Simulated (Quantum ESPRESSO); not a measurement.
# Moving one atom in Ca2MgZnO4

Calculated results; nothing here was measured. They come from pw.x of Quantum ESPRESSO 7.5, a plane-wave density functional program, with PseudoDojo standard norm-conserving files (v0.5 for PBE, v0.4.1 for LDA and PBEsol). The cells are made up: elements, strain and atom displacements were drawn at random, and nothing was relaxed. There is no spin polarisation, spin-orbit coupling or dispersion term.

The cell has 8 sites of a rocksalt lattice. Sites 1 to 4 hold Ca Mg Zn Ca; sites 5 to 8 hold O O O O. Cell vectors in Å: (4.622, 0.012, -0.021); (0.012, 4.488, 0.020); (-0.021, 0.020, 4.563). Settings: PBE, cutoff 1143 eV, 4 x 4 x 4 k mesh shifted by half a step, Fermi-Dirac smearing of 0.025 eV.

Each run shifts the O atom on site 6 along y and leaves all else fixed. Site 3 is one of its nearest neighbours. E is the free energy of the cell above the lowest run shown.

| run | shift (Å) | Fy on site 6 (eV/Å) | Fy on site 3 (eV/Å) | P (GPa) | E (meV) |
| --- | --- | --- | --- | --- | --- |
| 1 | -0.0791 | 0.249 | -0.003 | 3.77 | 9.3 |
| 2 | -0.0557 | 0.166 | -0.028 | 3.70 | 4.4 |
| 4 | 0.0029 | -0.013 | -0.113 | 3.61 | 0.0 |
| 5 | 0.0491 | -0.153 | -0.186 | 3.61 | 3.9 |
| 6 | 0.0695 | -0.213 | -0.217 | 3.62 | 7.6 |
| 7 | 0.1052 | -0.333 | -0.262 | 3.68 | 17.3 |
| 3 | -0.0353 | ? | ? | ? | ? |

A rerun of one of these cells at 1437 eV and k mesh 6 x 6 x 6 moved values by no more than 0.002 eV in the cell's energy, 0.04 GPa in stress and 0.003 eV/Å in force.

## Worked fit

A parabola through the six runs shown gives Fy on site 6 = -0.002 - 3.11 u + 0.0 u² eV/Å, with u in Å and a scatter of 0.006 eV/Å. Minus the slope, 3.11 ± 0.16 eV/Å², is this atom's force constant along y at u = 0, with its periodic images moving too. The fitted force vanishes at u = -0.001 Å, where the energy should be lowest along this line. The error is the larger of the fit's own and the change that a cubic makes, rounded up.

## Withheld run

Question: what Fy on site 6 should run 3 give?

The fit gives 0.108 eV/Å. The calculation gave 0.101 eV/Å.

```
run  shift (Å)  Fy on site 6 (eV/Å)  Fy on site 3 (eV/Å)  P (GPa)  E (meV)
  3    -0.0353                0.101               -0.055     3.66      1.7
```